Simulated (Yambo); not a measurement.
Absorption of CsNbP2O8 (space group C2/m, No. 12) with and without the electron-hole interaction (Yambo, PBEsol bands; 4×4×2 mesh, 25 valence and 10 conduction bands, static screening with 114 bands and a 3 Ry block, scissor 2.37 eV, Tamm-Dancoff; field along x). Axes are Cartesian, with cell vectors (Å) (4.37, -2.63, 0.00), (4.37, 2.63, 0.00), (-0.52, 0.00, 8.76).

| E (eV) | Im ε, BSE | Im ε, independent quasiparticles |
|---|---|---|
| 3.00 | 0.09 | 0.04 |
| 3.10 | 0.10 | 0.04 |
| 3.20 | 0.11 | 0.05 |
| 3.30 | 0.12 | 0.05 |
| 3.40 | 0.14 | 0.05 |
| 3.50 | 0.16 | 0.06 |
| 3.60 | 0.19 | 0.06 |
| 3.70 | 0.23 | 0.07 |
| 3.80 | 0.29 | 0.07 |
| 3.90 | 0.38 | 0.08 |
| 4.00 | 0.53 | 0.09 |
| 4.10 | 0.83 | 0.09 |
| 4.20 | 1.39 | 0.11 |
| 4.30 | 1.79 | 0.12 |
| 4.40 | 1.57 | 0.13 |
| 4.50 | 1.60 | 0.15 |
| 4.60 | 2.15 | 0.18 |
| 4.70 | 3.06 | 0.21 |
| 4.80 | 3.70 | 0.26 |
| 4.90 | 4.47 | 0.32 |
| 5.00 | 4.65 | 0.43 |
| 5.10 | 4.01 | 0.61 |
| 5.20 | 3.32 | 0.86 |
| 5.30 | 2.67 | 1.14 |
| 5.40 | 2.22 | 1.66 |
| 5.50 | 2.09 | 2.28 |
| 5.60 | 1.85 | 2.91 |
| 5.70 | 1.70 | 3.36 |
| 5.80 | 1.71 | 3.63 |
| 5.90 | 1.77 | 4.17 |
| 6.00 | 1.97 | 4.31 |
| 6.10 | 1.92 | 3.84 |
| 6.20 | 1.79 | 3.67 |
| 6.30 | 1.97 | 4.05 |
| 6.40 | 1.95 | 3.82 |
| 6.50 | 1.58 | 2.84 |
| 6.60 | 1.39 | 2.30 |
| 6.70 | 1.23 | 2.04 |
| 6.80 | 1.11 | 2.07 |
| 6.90 | 1.10 | 2.20 |
| 7.00 | 1.00 | 2.22 |
| 7.10 | 0.89 | 2.01 |
| 7.20 | 0.85 | 1.69 |
| 7.30 | 0.84 | 1.60 |
| 7.40 | 0.91 | 1.69 |
| 7.50 | 1.06 | 1.82 |
| 7.60 | 1.05 | 1.99 |
| 7.70 | 0.81 | 2.07 |
| 7.80 | 0.66 | 1.74 |
| 7.90 | 0.63 | 1.35 |
| 8.00 | 0.69 | 1.07 |
| 8.10 | 0.81 | 0.89 |
| 8.20 | 0.88 | 0.78 |
| 8.30 | 0.89 | 0.70 |
| 8.40 | 0.88 | 0.67 |
| 8.50 | 0.81 | 0.69 |
| 8.60 | 0.77 | 0.70 |
| 8.70 | 0.85 | 0.66 |
| 8.80 | 1.00 | 0.62 |
| 8.90 | 1.28 | 0.66 |
| 9.00 | 1.57 | 0.70 |
| 9.10 | 1.96 | 0.70 |
| 9.20 | 2.70 | 0.72 |
| 9.30 | 3.04 | 0.73 |
| 9.40 | 2.72 | 0.70 |
| 9.50 | 2.71 | 0.65 |
| 9.60 | 3.04 | 0.62 |
| 9.70 | 3.02 | 0.64 |
| 9.80 | 2.53 | 0.64 |
| 9.90 | 2.36 | 0.64 |

The scissor comes from a G0W0 run whose convergence isn't established. Broadening 0.15 eV. The band window holds all transitions up to 12.1 eV. Fine structure above the onset can come from the mesh.

Spin-orbit splittings are left out.

Geometry of the Materials Project entry, not relaxed at this level; primitive cell a = 5.101 Å, b = 5.101 Å, c = 8.774 Å, α = 92.92°, β = 92.92°, γ = 62.09°.
